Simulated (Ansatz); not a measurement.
This Hf2B3 structure is the end of a relaxation. The cell was found from a structure generator's guess, not taken from experiment.

Level of theory: DFT PBE, scalar-relativistic, plane waves, PAW in Ansatz 0.2.0. Cutoff 420 eV, Γ-centred mesh, Gaussian smearing, no spin polarisation.

```
Hf B
1.0
     4.17459    0.00000    0.00000
     0.00000    4.17459    0.00000
     0.00000    0.00000    4.17459
Hf B
2 3
Direct
  0.00000 0.00000 0.00000
  0.50000 0.50000 0.50000
  0.50000 0.00000 0.00000
  0.00000 0.50000 0.00000
  0.00000 0.00000 0.50000
```

Formation energies are uncorrected and refer to the elements' standard structures at the same level.

Question: What space group does it have?

Answer: Pm-3m (No. 221). Conventional cell: a = 4.175 Å. Hf on its first site has 6 B at 2.09 Å; around Hf on its second site lie 12 B at 2.95 Å; B is surrounded by 2 Hf at 2.09 Å, 4 Hf at 2.95 Å and 8 B at 2.95 Å.

Question: How far does it lie from the elements in energy?

Answer: +1.01 eV/atom. It can't be a ground state, since the elements alone are lower.

Question: Is it a metal?

Answer: Yes, bands cross the Fermi level on the 10×10×10 mesh.

The last run used a 10×10×10 mesh for its 5-atom cell and Gaussian smearing of 0.10 eV. These runs have no spin–orbit coupling, which can matter for Hf. The cell is a metal run without spin; a magnetic state may lie lower. Symmetry constrained the relaxation, so the result can be a saddle point.
